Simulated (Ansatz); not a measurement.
NbSiAs:
```yaml
crystal:
  lattice:
    - [3.50295, 0.00000, 0.00000]
    - [0.00000, 3.50295, 0.00000]
    - [0.00000, 0.00000, 7.92120]
  atoms:
    - { symbol: As, position: [0.50000, 0.00000, 0.61330] }
    - { symbol: As, position: [0.00000, 0.50000, 0.38670] }
    - { symbol: Si, position: [0.00000, 0.00000, 0.00000] }
    - { symbol: Si, position: [0.50000, 0.50000, 0.00000] }
    - { symbol: Nb, position: [0.50000, 0.00000, 0.25423] }
    - { symbol: Nb, position: [0.00000, 0.50000, 0.74577] }
```

Relaxed with r²SCAN.

Problem. Give the Bader charges and basin volumes of the independent atoms, DFT-r²SCAN in the program Ansatz with PAW potentials.

Solution. 

```json
[
 {"atom": "As1", "Bader charge (e)": "-0.77", "Bader volume (Å³)": "19.7"},
 {"atom": "Si3", "Bader charge (e)": "-0.40", "Bader volume (Å³)": "15.3"},
 {"atom": "Nb5", "Bader charge (e)": "+1.16", "Bader volume (Å³)": "13.6"}
]
```

Space group P4/nmm. The workflow started from an entry of the Crystallography Open Database (COD). Its standing as an ambient phase is unchecked. The cell was relaxed with r²SCAN under the symmetry of its start; whether a distortion lowers the energy is not shown. No spin polarisation was allowed.

Potentials: the later of the program's two PAW sets.
